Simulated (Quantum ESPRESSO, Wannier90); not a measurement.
# TaN (P-6m2), plane waves to Wannier functions

Cell from Materials Project (mp-1459), symmetrised, no further relaxation. COD (Crystallography Open Database) has the formula in 5 space groups, this one among them (matched by group alone). Level: PBEsol, spinors with spin-orbit coupling; pw.x of Quantum ESPRESSO at 68 Ry with PseudoDojo potentials, 12×12×6 k-points, Wannier90. Density: 12×12×10 mesh, cold smearing 0.01 Ry.

```
begin unit_cell_cart
ang
    2.9399401188    0.0000000000    0.0000000000
   -1.4699700594    2.5460628285    0.0000000000
    0.0000000000    0.0000000000    2.8901800000
end unit_cell_cart
mp_grid = 12 12 6
```

**Question.** Which shells of neighbouring k-points and which b-vectors and weights does Wannier90 pick for this cell and mesh?

**Answer.** 
```
 *---------------------------------- K-MESH ----------------------------------*
 +----------------------------------------------------------------------------+
 |                    Distance to Nearest-Neighbour Shells                    |
 |                    ------------------------------------                    |
 |          Shell             Distance (Ang^-1)          Multiplicity         |
 |          -----             -----------------          ------------         |
 |             1                   0.205650                      6            |
 |             2                   0.356197                      6            |
 |             3                   0.362330                      2            |
 |             4                   0.411301                      6            |
 |             5                   0.416623                     12            |
 |             6                   0.508093                     12            |
 |             7                   0.544100                     12            |
 |             8                   0.548134                     12            |
       ... (lines left out)
 +----------------------------------------------------------------------------+
 | The b-vectors are chosen automatically                                     |
 | SVD found small singular value, Rejecting this shell and trying the next   |
 | The following shells are used:                       1,  3                 |
 +----------------------------------------------------------------------------+
 |                        Shell   # Nearest-Neighbours                        |
 |                        -----   --------------------                        |
 |                          1               6                                 |
 |                          2               2                                 |
 +----------------------------------------------------------------------------+
 | Completeness relation is fully satisfied [Eq. (B1), PRB 56, 12847 (1997)]  |
 +----------------------------------------------------------------------------+
 |                  b_k Vectors (Ang^-1) and Weights (Ang^2)                  |
 |                  ----------------------------------------                  |
 |            No.         b_k(x)      b_k(y)      b_k(z)        w_b           |
 |            ---        --------------------------------     --------        |
 |             1         0.000000    0.205650    0.000000     7.881697        |
 |             2         0.178098    0.102825    0.000000     7.881697        |
 |             3         0.000000   -0.205650    0.000000     7.881697        |
 |             4         0.178098   -0.102825    0.000000     7.881697        |
 |             5        -0.178098   -0.102825    0.000000     7.881697        |
 |             6        -0.178098    0.102825    0.000000     7.881697        |
 |             7         0.000000    0.000000    0.362330     3.808575        |
 |             8         0.000000    0.000000   -0.362330     3.808575        |
```
